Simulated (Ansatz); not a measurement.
# Band structure of MgB2

```yaml
crystal:
  lattice:
    - [3.08500, 0.00000, 0.00000]
    - [-1.54250, 2.67169, 0.00000]
    - [0.00000, 0.00000, 3.52300]
  atoms:
    - { symbol: Mg, position: [0.00000, 0.00000, 0.00000] }
    - { symbol: B, position: [0.33333, 0.66667, 0.50000] }
    - { symbol: B, position: [0.66667, 0.33333, 0.50000] }
```

Atoms are numbered in the order listed.

The conventional cell has a = 3.085 Å, b = 3.085 Å, c = 3.523 Å, α = 90.00°, β = 90.00°, γ = 120.00°. Mg (atom 1) is surrounded by 12 B at 2.51 Å. Around B (atom 2) lie 3 B at 1.78 Å.

The geometry is COD entry 1000026, unchecked; take it as a test cell.

Theory: DFT, LDA, all-electron LAPW, scalar-relativistic in Ansatz 0.2.0.

The runs use a Γ-centred 12×12×9 k mesh, Fermi–Dirac smearing of 0.05 eV, basis error target 0.5 meV/atom, no spin polarisation.

Points in fractions of the reciprocal vectors of this cell: Γ (0, 0, 0), M (0.5, 0, 0), K (0.333, 0.333, 0), A (0, 0, 0.5), L (0.5, 0, 0.5), H (0.333, 0.333, 0.5). The path joins them by straight lines in the order Γ–M–K–Γ–A–L–H–A–L; legs that retrace an earlier one aren't tabulated. Energies are in eV from the Fermi level.

Is there a gap?

none: bands cross the Fermi level, a metal.

List the levels between -8 and 4.5 eV at the symmetry points.


Γ: -2.89, 0.38 (×2), 1.69
M: -7.73, -2.14, 0.25, 3.08, 3.94
K: -7.11 (×2), -5.82, 1.82 (×2)
A: -7.38, 0.75 (×2)
L: -7.38, -6.81, -3.50, -1.85, -1.28
H: -6.21 (×2), -5.13, -1.96 (×2), 3.46
